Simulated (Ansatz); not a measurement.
HfGeRu:
Space group P-62m (No. 189); a = b = 6.7122 Å, c = 3.7352 Å, α = β = 90.00°, γ = 120.00°

| atom | site | symmetry | x | y | z |
|---|---|---|---|---|---|
| Hf | 3g | m2m | 0.5845 | 0.5845 | 0.5000 |
| Ge | 2c | -6.. | 0.3333 | 0.6667 | 0.0000 |
| Ge | 1b | -62m | 0.0000 | 0.0000 | 0.5000 |
| Ru | 3f | m2m | 0.2458 | 0.2458 | 0.0000 |

Relaxed with r²SCAN.

### Question
Which orbitals make up the states near the Fermi level in DFT-r²SCAN in the program Ansatz with PAW potentials?

### Answer
Within 0.5 eV of the Fermi level: Ru 4d 47 %, Hf 5d 34 %, Ge 4p 13 %. Projections are on Löwdin-orthogonalised atomic valence shells; empty p or d shells of many metals are not among them.

### Question
Tabulate the density of states.

### Answer
States/eV per cell of 9 atoms, in 0.25 eV bins, energy from the Fermi level.

```
E (eV)  total  Ru 4d  Hf 5d  Ge 4p
------  -----  -----  -----  -----
-7.85    0.00   0.00   0.00   0.00
-7.60    0.00   0.00   0.00   0.00
-7.35    0.00   0.00   0.00   0.00
-7.10    0.00   0.00   0.00   0.00
-6.85    0.00   0.00   0.00   0.00
-6.60    0.03   0.00   0.00   0.02
-6.35    3.29   0.64   0.52   1.36
-6.10    4.56   1.04   0.68   1.84
-5.85    5.23   1.19   0.86   2.04
-5.60    5.56   1.54   0.84   2.09
-5.35    3.33   1.12   0.45   1.20
-5.10    2.15   0.85   0.24   0.76
-4.85    5.48   2.69   0.47   1.79
-4.60    4.14   1.86   0.58   1.35
-4.35    6.94   2.97   1.27   2.19
-4.10    8.11   3.90   1.36   2.36
-3.85    7.14   3.09   1.12   2.55
-3.60   11.33   5.35   1.78   3.64
-3.35    5.53   2.90   0.96   1.46
-3.10    5.00   3.37   1.01   0.33
-2.85   11.24   6.77   2.65   1.02
-2.60   11.91   6.87   2.97   1.22
-2.35    9.26   5.00   2.49   1.16
-2.10   10.18   6.02   2.28   1.25
-1.85    8.00   5.62   1.36   0.65
-1.60    9.37   6.36   1.68   0.82
-1.35    9.65   5.82   2.08   1.19
-1.10    7.41   4.41   1.76   0.87
-0.85    3.93   2.11   1.09   0.51
-0.60    4.08   2.40   1.04   0.39
-0.35    2.75   1.66   0.57   0.33
-0.10    2.82   1.39   0.82   0.41
0.15     4.44   1.70   1.78   0.64
0.40     3.54   1.44   1.53   0.34
0.65     7.98   3.70   3.26   0.57
0.90     6.14   3.02   2.39   0.45
1.15     3.36   1.27   1.68   0.24
1.40     4.20   1.39   2.27   0.31
1.65     3.99   1.14   2.38   0.21
1.90     9.02   2.53   5.55   0.39
2.15     6.15   1.64   3.74   0.44
2.40     5.04   1.26   3.15   0.34
2.65     4.76   1.07   2.96   0.40
2.90     6.01   0.99   3.98   0.53
3.15     7.62   1.03   5.00   0.67
3.40     4.02   0.49   2.58   0.37
3.65     5.08   0.53   3.21   0.55
3.90     6.16   0.51   3.80   0.81
4.15     7.42   0.50   5.05   0.84
4.40     3.93   0.33   2.53   0.45
4.65     5.12   0.42   2.51   0.72
```

The first step of the workflow began from a Materials Project structure, measured or hypothetical; the Crystallography Open Database copy checked does not list it. Whether it is the stable phase at ambient conditions was not checked. Symmetry was held in the r²SCAN relaxation; its stability against distortions is not shown here. The run is not spin-polarised. Scalar-relativistic: spin–orbit coupling is off unless named, which matters more the heavier the elements.

Potentials: the earlier of the program's two PAW sets.
